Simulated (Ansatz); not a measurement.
C (graphite type, space group P6_3/mmc)

```
C
1.0
    2.46500     0.00000     0.00000
   -1.23250     2.13475     0.00000
    0.00000     0.00000     6.73046
C
4
Cartesian
  0.00000   0.00000   1.68261
  0.00000   0.00000   5.04784
  0.00000   1.42317   1.68261
  1.23250   0.71158   5.04784
```

Grid over V/V₀ and (c/a)/(c/a)₀, subscript 0 meaning the relaxed cell; the conventional c axis lies along z; no internal relaxation.

Calculation: PBE-D3(BJ) (plane waves to 420 eV, PAW, scalar-relativistic; Ansatz, a program for electronic structure). k mesh 15×15×5 (Γ-centred), Fermi-Dirac smearing 0.05 eV. Compression counts positive. With partly filled bands, the response to shear is sensitive to the k mesh, so small differences along c/a are uncertain. C was relaxed with its symmetry unable to fall. The last digit holds for this mesh only.

Changes of σxx (GPa) from the point V/V₀ = 1.000, (c/a)/(c/a)₀ = 1.000 when one coordinate moves alone (two changes are said to add if the coupling is within 5 % of the smaller one, nearly so within 20 %):

```csv
point,change
"V/V₀ = 1.000, (c/a)/(c/a)₀ = 0.920",-33.82
"V/V₀ = 1.000, (c/a)/(c/a)₀ = 0.947",-22.84
"V/V₀ = 1.000, (c/a)/(c/a)₀ = 0.973",-11.57
"V/V₀ = 0.920, (c/a)/(c/a)₀ = 1.000",42.75
"V/V₀ = 0.947, (c/a)/(c/a)₀ = 1.000",26.67
"V/V₀ = 0.973, (c/a)/(c/a)₀ = 1.000",12.46
"V/V₀ = 1.027, (c/a)/(c/a)₀ = 1.000",-10.88
"V/V₀ = 1.053, (c/a)/(c/a)₀ = 1.000",-20.39
"V/V₀ = 1.080, (c/a)/(c/a)₀ = 1.000",-28.73
"V/V₀ = 1.000, (c/a)/(c/a)₀ = 1.027",11.85
"V/V₀ = 1.000, (c/a)/(c/a)₀ = 1.053",23.93
"V/V₀ = 1.000, (c/a)/(c/a)₀ = 1.080",36.16
```

**Question.** Do the two effects add at V/V₀ = 0.920, (c/a)/(c/a)₀ = 0.947? Give the computed change.

**Answer.** The sum of the single changes is 42.75 + (-22.84) = 19.91; the calculation gives 13.81, so the coupling contributes -6.10 (over 20 % of the smaller single change, not additive).

**Question.** What is the change at V/V₀ = 1.080, (c/a)/(c/a)₀ = 0.973, where both move, and how far is it from the sum?

**Answer.** The sum of the single changes is -28.73 + (-11.57) = -40.30; the calculation gives -37.90, so the coupling contributes 2.40 (over 20 % of the smaller single change, not additive).

**Question.** Do the two effects add at V/V₀ = 1.053, (c/a)/(c/a)₀ = 1.027? Give the computed change.

**Answer.** The sum of the single changes is -20.39 + (11.85) = -8.54; the calculation gives -10.25, so the coupling contributes -1.71 (under 20 % of the smaller single change, nearly additive).

(A scan under strain: stresses follow from slopes of the energy per volume, elastic moduli from its curvatures.)
